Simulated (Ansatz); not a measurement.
The relaxed structure here is a generated cell of HgSe: the first start was made by placing the elements on the sites of a structure type, and the end was not matched to a known phase here, so it may be hypothetical. Known forms of HgSe include space group No. 216.

A relaxed structure of HgSe. Space group R3m (No. 160), AFLOW prototype AB_hR6_160_3a_3a (as in SiC). The numbers are results of PBEsol (plane waves to 420 eV, PAW, scalar-relativistic; Ansatz, a program for electronic structure), not measurements.

```cif
data_Hg3Se3
_chemical_formula_sum 'Se3 Hg3'
_space_group_name_H-M_alt 'P 1'
_space_group_IT_number 1
_cell_length_a 10.92108
_cell_length_b 10.92108
_cell_length_c 10.92108
_cell_angle_alpha 22.901
_cell_angle_beta 22.901
_cell_angle_gamma 22.901
loop_
_space_group_symop_operation_xyz
  'x, y, z'
loop_
_atom_site_label
_atom_site_type_symbol
_atom_site_fract_x
_atom_site_fract_y
_atom_site_fract_z
_atom_site_occupancy
Se1 Se 0.00004 0.00004 0.00004 1
Se2 Se 0.22214 0.22214 0.22214 1
Se3 Se 0.77763 0.77763 0.77763 1
Hg1 Hg 0.08335 0.08335 0.08335 1
Hg2 Hg 0.30569 0.30569 0.30569 1
Hg3 Hg 0.86114 0.86114 0.86114 1
```

```json
{
 "volume_per_atom": "28.85 Å³",
 "band_gap": "zero, with touching bands (no spin-orbit coupling)",
 "shortest_distances": "Hg–Se 2.65 Å",
 "k-mesh": "9×9×9"
}
```

Band energies at high-symmetry points (eV from the Fermi level; labels of this space group; no spin-orbit coupling), from −5 eV up to 5.0 eV:

```tsv
point	energies
Γ	-4.19 -4.17 -1.10 -0.79 -0.79 -0.78 -0.78 -0.12 -0.07 -0.07 0.90 1.01
T	-2.42 -2.40 -1.00 -1.00 -0.33 -0.33 -0.32 -0.32 0.72 0.82 0.85 4.87 4.94
H2	-3.27 -2.77 -2.26 -2.11 -1.71 -1.53 2.62 2.83 3.18 4.38
H0	-3.27 -2.77 -2.26 -2.11 -1.71 -1.53 2.62 2.83 3.18 4.38
L	-4.85 -2.60 -2.16 -1.99 -1.98 -1.31 -1.01 1.44 2.16 2.53 3.69 4.41
S0	-3.28 -2.78 -2.29 -2.03 -1.76 -1.53 2.62 2.88 3.14 4.38
S2	-3.28 -2.78 -2.29 -2.03 -1.76 -1.53 2.62 2.88 3.14 4.38
F	-4.76 -2.88 -2.28 -1.83 -1.37 -1.36 -1.35 1.47 2.05 2.54 3.85 4.69
```

No spin polarisation in the result. Without spin-orbit coupling the bands of the heavy element are not split, so the gap can be far off.

The run could not lose the symmetry of its start: the end is stationary, and may be a saddle point rather than a minimum.
